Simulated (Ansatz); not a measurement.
Values for one crystal, relaxed and computed with DFT-r²SCAN in the program Ansatz with PAW potentials; other levels are named.

* **Volume per atom**: 17.81 Å³
* **Electronic character**: metallic (no gap)
* **Density of states at the Fermi level**: 0.48 states/eV per atom (mean over ±0.08 eV)
* **Formation energy from the elements (no fitted shifts)**: -0.62 eV/atom

Problem. Which compound is it?
A. HfN, rock salt
B. TiB2, P6/mmm (Ti on 1a, B on 2d)
C. In2Rh3S2, R-3m (In on 3a, In on 3b, Rh on 9d, S on 6c)
D. InPPd5, P4/mmm (In on 1c, P on 1b, Pd on 4i, Pd on 1a)

Solution. C, In2Rh3S2, R-3m (In on 3a, In on 3b, Rh on 9d, S on 6c)

The workflow started from a Materials Project entry (that database holds measured and hypothetical structures alike); the Crystallography Open Database copy checked does not list it. Its standing as an ambient phase is unchecked. The cell was relaxed with r²SCAN under the symmetry of its start; its stability against distortions is not shown here. The run is not spin-polarised. With an odd number of electrons in the cell and no spin polarisation, the count alone makes it a metal. The references are the lowest solids computed at this level, not always the standard phases. Spin–orbit coupling is left out wherever it is not named.

Potentials: the later of the program's two PAW sets.
